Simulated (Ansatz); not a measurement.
ZnS:
Space group P6₃mc (No. 186); a = b = 3.8071 Å, c = 6.2466 Å, α = β = 90.00°, γ = 120.00°

```tsv
atom	site	symmetry	x	y	z
Zn	2b	3m.	0.3333	0.6667	0.0003
S	2b	3m.	0.3333	0.6667	0.3747
```

Relaxed with r²SCAN.

Decompose the optical modes at the zone centre into irreducible representations, and say which are infrared and Raman allowed.

Point group 6mm: Γ_opt = A1 + 2B1 + E1 + 2E2. Infrared: A1, E1. Raman: A1, E1, E2.

Assign frequencies (DFPT, DFT-r²SCAN in the program Ansatz with PAW potentials; without the LO–TO term).

E2 72, B1 195, A1 269, E1 273, E2 280, B1 338 cm⁻¹.

Subscripts of B labels follow the axes of the standard setting.

Space group P6_3mc (wurtzite). Symmetry was held in the r²SCAN relaxation.

Potentials: the earlier of the program's two PAW sets. The files were generated under PBE; for other functionals the program regenerates the frozen cores, and for LDA and PBEsol the local potential too.
